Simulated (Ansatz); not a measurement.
MoPd:
```cif
data_MoPd
_chemical_formula_sum 'Pd1 Mo1'
_space_group_name_H-M_alt 'P4/mmm'
_space_group_IT_number 123
_space_group_name_Hall '-P 4 2'
_cell_length_a 2.68266
_cell_length_b 2.68266
_cell_length_c 4.08605
_cell_angle_alpha 90.000
_cell_angle_beta 90.000
_cell_angle_gamma 90.000
loop_
_atom_site_label
_atom_site_type_symbol
_atom_site_symmetry_multiplicity
_atom_site_Wyckoff_symbol
_atom_site_fract_x
_atom_site_fract_y
_atom_site_fract_z
_atom_site_occupancy
Pd1 Pd 1 a 0.00000 0.00000 0.00000 1
Mo1 Mo 1 d 0.50000 0.50000 0.50000 1
```

This is the PBEsol-relaxed structure.

Problem. All from the program Ansatz at the PBEsol level (PAW), unless another level is named. Give the formation energy from the elements (no fitted shifts).

Solution. -1.1 kJ/mol of atoms.

Problem. And the density of states at the Fermi level?

Solution. 0.84 states/eV per atom (mean over ±0.08 eV).

The start of the workflow was typed in or built on a structure type; neither database checked (COD, Materials Project) lists it. Whether it is the stable phase at ambient conditions was not checked. The PBEsol relaxation kept the symmetry of its start; whether a distortion lowers the energy is not shown. The run is not spin-polarised. The references are the lowest solids computed at this level, not always the standard phases. Spin–orbit coupling is left out wherever it is not named.

Potentials: the later of the program's two PAW sets.
